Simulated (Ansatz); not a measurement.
Input file for Ansatz (a program for electronic structure):

Ansatz 0.2 input:
```yaml
crystal:
  lattice:
    - [3.3025999799, 0.0, 0.0]
    - [-1.65129999, 2.8601354811, 0.0]
    - [0.0, 0.0, 13.2273738577]
  atoms:
    - { symbol: W, position: [0.3333333333, 0.6666666667, 0.25] }
    - { symbol: W, position: [0.6666666667, 0.3333333333, 0.75] }
    - { symbol: Se, position: [0.3333333333, 0.6666666667, 0.6242265604] }
    - { symbol: Se, position: [0.6666666667, 0.3333333333, 0.1242265604] }
    - { symbol: Se, position: [0.6666666667, 0.3333333333, 0.3757734396] }
    - { symbol: Se, position: [0.3333333333, 0.6666666667, 0.8757734396] }
kpoints:
  mp_grid: { grid: [8, 8, 2] }
  band_path:
    path:
      - [[0.0, 0.0, 0.0], [0.5, 0.0, 0.0], [0.3333333333, 0.3333333333, 0.0], [0.0, 0.0, 0.0], [0.0, 0.0, 0.5], [0.5, 0.0, 0.5], [0.3333333333, 0.3333333333, 0.5], [0.0, 0.0, 0.5]]  # Γ-M-K-Γ-A-L-H-A
      - [[0.5, 0.0, 0.5], [0.5, 0.0, 0.0]]  # L-M
      - [[0.3333333333, 0.3333333333, 0.5], [0.3333333333, 0.3333333333, 0.0]]  # H-K
      - [VBM, CBM]
    npoints: 8
hamiltonian:
  xc: r2scan
  dispersion: d4
  pseudopotentials: { kind: paw }
magnetization: { noncollinear: true, spin_orbit: true }
scf:
  n_extra_bands: 12
  convergence: { dr2_threshold: 0.0000000001 }
  occupations: { method: gaussian, width: 0.01 }
checkpoint: { write: soc.run }
output: { eigenvalues: true }
```

Output (shortened):

```
Pseudopotential: W, paw_fr, valence charge 14
Pseudopotential: Se, paw_fr, valence charge 16
Functional definition: r2SCAN
non-collinear run that drives no moment, with spin-orbit …
Crystal: 6 atoms, lattice volume = 124.944 Å³
Basis set: ecut = 500 eV, 3133 PW (Γ), exchange–correlation on 100×100×400 points (64 copies of the dense FFT grid, shifted against one another)
Bands: 104, of which v1, the nominal top of the filled ones, is band 92 counted from 1 (91 counted from 0)
Symmetry: 24 space group operations + 24 with time reversal
k-points: 20 of 128
Projection manifold: j_resolved (fully-relativistic pseudo-atomic orbitals)
SCF iter   1: F=—  HF=-42650.492271 eV  |F-HF|=—  |Δ(HF+E_count)|=         —  Δρ=3.34e-2  dr2=4.27e0  dr2_τ=3.85e-2  dr2_m=0.00e0 (ungated)  ethr=3.10e-3  |M|=0.00e0 ∫|m|=0.00e0 μB  |m|>n=0.0e0 m-floor=0.0e0 τ_xc=0.0e0  β_m=0.30  ⟨swp⟩=5.8  Hψ=4636  notcnv=0
preconditioner: auto → Resta (q_TF=auto, 2.593 Å⁻¹)
spin=Noncollinear: Resta preconditioning applied to the charge; magnetization (m_x, m_y, m_z) channels mix plain (no charge-response kernel on spin).
SCF iter   2: F=—  HF=-42650.287729 eV  |F-HF|=—  |Δ(HF+E_count)|=   2.05e-1  Δρ=2.52e-2  dr2=1.67e0  dr2_τ=4.14e-3  dr2_m=0.00e0 (ungated)  ethr=3.10e-3  |M|=0.00e0 ∫|m|=0.00e0 μB  |m|>n=0.0e0 m-floor=0.0e0 τ_xc=0.0e0  β_m=0.56  ⟨swp⟩=2.0  Hψ=1306  notcnv=0  defer=100
SCF iter   3: F=—  HF=-42650.120341 eV  |F-HF|=—  |Δ(HF+E_count)|=   1.67e-1  Δρ=9.16e-3  dr2=2.97e-1  dr2_τ=9.54e-3  dr2_m=0.00e0 (ungated)  ethr=1.82e-3  |M|=0.00e0 ∫|m|=0.00e0 μB  |m|>n=0.0e0 m-floor=0.0e0 τ_xc=0.0e0  β_m=0.59  ⟨swp⟩=2.1  Hψ=1363  notcnv=0  defer=100
SCF iter   4: F=—  HF=-42650.095305 eV  |F-HF|=—  |Δ(HF+E_count)|=   2.50e-2  Δρ=2.86e-3  dr2=1.42e-2  dr2_τ=7.34e-5  dr2_m=0.00e0 (ungated)  ethr=3.23e-4  |M|=0.00e0 ∫|m|=0.00e0 μB  |m|>n=0.0e0 m-floor=0.0e0 τ_xc=0.0e0  β_m=0.68  ⟨swp⟩=2.5  Hψ=1355  notcnv=0  defer=100
SCF iter   5: F=—  HF=-42650.096328 eV  |F-HF|=—  |Δ(HF+E_count)|=   1.02e-3  Δρ=1.20e-3  dr2=2.76e-3  dr2_τ=1.65e-5  dr2_m=0.00e0 (ungated)  ethr=1.54e-5  |M|=0.00e0 ∫|m|=0.00e0 μB  |m|>n=0.0e0 m-floor=0.0e0 τ_xc=0.0e0  β_m=0.74  ⟨swp⟩=2.9  Hψ=1979  notcnv=0  defer=102
SCF iter   6: F=—  HF=-42650.096681 eV  |F-HF|=—  |Δ(HF+E_count)|=   3.53e-4  Δρ=4.01e-4  dr2=2.36e-4  dr2_τ=2.32e-6  dr2_m=0.00e0 (ungated)  ethr=3.00e-6  |M|=0.00e0 ∫|m|=0.00e0 μB  |m|>n=0.0e0 m-floor=0.0e0 τ_xc=0.0e0  β_m=0.87  ⟨swp⟩=2.0  Hψ=1937  notcnv=0  defer=102
SCF iter   7: F=—  HF=-42650.096767 eV  |F-HF|=—  |Δ(HF+E_count)|=   8.59e-5  Δρ=9.65e-5  dr2=1.09e-5  dr2_τ=2.32e-7  dr2_m=0.00e0 (ungated)  ethr=2.56e-7  |M|=0.00e0 ∫|m|=0.00e0 μB  |m|>n=0.0e0 m-floor=0.0e0 τ_xc=0.0e0  β_m=0.93  ⟨swp⟩=2.0  Hψ=1357  notcnv=0  defer=102
SCF iter   8: F=—  HF=-42650.096781 eV  |F-HF|=—  |Δ(HF+E_count)|=   1.39e-5  Δρ=2.72e-5  dr2=1.01e-6  dr2_τ=1.24e-8  dr2_m=0.00e0 (ungated)  ethr=1.18e-8  |M|=0.00e0 ∫|m|=0.00e0 μB  |m|>n=0.0e0 m-floor=0.0e0 τ_xc=0.0e0  β_m=0.97  ⟨swp⟩=2.0  Hψ=1349  notcnv=0  defer=102
SCF iter  11: F=-42650.096734 eV  HF=-42650.096734 eV  |F-HF|=2.18e-11  |Δ(HF+E_count)|=  4.73e-10  Δρ=1.63e-7  dr2=2.80e-11  dr2_τ=3.52e-13  dr2_m=0.00e0 (ungated)  ethr=1.00e-12  |M|=0.00e0 ∫|m|=0.00e0 μB  |m|>n=0.0e0 m-floor=0.0e0 τ_xc=0.0e0  ⟨swp⟩=9.6  Hψ=3960  notcnv=0
SCF 1 converged in 11 iterations: F = -42650.096734 eV  dr2 = 2.80e-11
NSCF: frozen V_eff on 28 k-points
NSCF: frozen V_eff on 28 k-points
NSCF: frozen V_eff on 28 k-points
NSCF: frozen V_eff on 5 k-points
NSCF: frozen V_eff on 13 k-points
NSCF: frozen V_eff on 8 k-points
NSCF: frozen V_eff on 16 k-points
NSCF: frozen V_eff on 3 k-points
NSCF: frozen V_eff on 7 k-points
NSCF: frozen V_eff on 5 k-points
NSCF: frozen V_eff on 13 k-points
NSCF: frozen V_eff on 11 k-points
NSCF: frozen V_eff on 84 k-points
SCF converged after 11 iterations
Magnetization: |M| = 0.0000 μB,  M = (+0.0000, +0.0000, +0.0000) μB
Absolute magnetization: 0.0000 μB (∫|m|)
  site 0: m = (+0.0000, +0.0000, +0.0000) μB, |m| = 0.0000 μB  (R = 1.04 Å)
  site 1: m = (+0.0000, +0.0000, +0.0000) μB, |m| = 0.0000 μB  (R = 1.04 Å)
  site 2: m = (+0.0000, +0.0000, +0.0000) μB, |m| = 0.0000 μB  (R = 1.04 Å)
  site 3: m = (+0.0000, +0.0000, +0.0000) μB, |m| = 0.0000 μB  (R = 1.04 Å)
  site 4: m = (+0.0000, +0.0000, +0.0000) μB, |m| = 0.0000 μB  (R = 1.04 Å)
  site 5: m = (+0.0000, +0.0000, +0.0000) μB, |m| = 0.0000 μB  (R = 1.04 Å)
Free energy (F): -42650.096734 eV
Harris-Foulkes:  -42650.096734 eV  (|F-HF|=2.18e-11)
Internal energy: -42650.096734 eV  (E = F + TS)
E sigma→0 (E₀):  -42650.096734 eV
Fermi energy:    12.944717 eV
--- Per-component energies (eV) ---
  E_band       = -1816.391670
  E_kinetic    = 1381.321299
  E_local      = -11896.217747  (includes V_loc(G=0)·N_el)
  E_nonlocal   = -2385.363356
  E_hartree    = 5710.206794
  E_xc         = -892.882151
  E_vxc        = -945.475408  (∫ρ·V_xc dr)
  E_paw        = -24818.772394  (= ΣΔE_a)
  E_vpaw       = 561.392150  (= ΣTr[D̂ρ^β])
  E_aug_tail   = -0.000952  (compensation charges beyond the density's cutoff)
  E_vtau       = 47.539019  (kinetic-family band-sum trace: ∫τ·v_τ [+ j·A + Jᵃ·Aᵃ] dr)
  E_ewald      = -9739.197334
  E_disp       = -0.979936  (pairwise vdW)
  E_core_change = -8.210959  (= ΣΔE_core)
  E_smearing   =  0.000000  (= −TS)
  E_closure    = 0.000000  (closes the sum)
  Σ components = -42650.096734   (vs F -42650.096734, Δ=0.00e0)
  [band-id]    e_kinetic+e_local+e_nonlocal+2·e_hartree+e_vxc+e_vpaw+e_augmentation_tail+e_vtau = -1816.391404   (vs E_band -1816.391670, Δ=2.66e-4)
--- Band table (eV; the first three rows and the last of 20) ---
  k-point 0: bands = ["-63.7669", "-63.7669", "-63.7669", "-63.7669", "-36.9385", "-36.9385", "-36.9384", "-36.9384", "-36.9381", "-36.9381", "-36.9381", "-36.9381", "-36.9103", "-36.9103", "-36.9101", "-36.9101", "-36.9095", "-36.9095", "-36.9093", …
  k-point 1: bands = ["-63.7669", "-63.7669", "-63.7669", "-63.7669", "-36.9385", "-36.9385", "-36.9385", "-36.9385", "-36.9381", "-36.9381", "-36.9381", "-36.9381", "-36.9102", "-36.9102", "-36.9102", "-36.9102", "-36.9094", "-36.9094", "-36.9094", …
  k-point 2: bands = ["-63.7653", "-63.7653", "-63.7653", "-63.7653", "-36.9382", "-36.9382", "-36.9382", "-36.9382", "-36.9379", "-36.9379", "-36.9379", "-36.9379", "-36.9101", "-36.9101", "-36.9099", "-36.9099", "-36.9095", "-36.9095", "-36.9094", …
  k-point 19: bands = ["-63.7546", "-63.7546", "-63.7546", "-63.7546", "-36.9376", "-36.9376", "-36.9368", "-36.9368", "-36.9362", "-36.9362", "-36.9360", "-36.9360", "-36.9103", "-36.9103", "-36.9093", "-36.9093", "-36.9093", "-36.9093", "-36.9082", …
```

Cost: roughly 12 core-minutes on shared cores.

Space group P6_3/mmc. The cell was relaxed with r²SCAN+D4 under the symmetry of its start; of distortions, only those at the zone centre were tested. The run is not spin-polarised.

Potentials: the later of the program's two PAW sets.

Ansatz is a plane-wave DFT program.
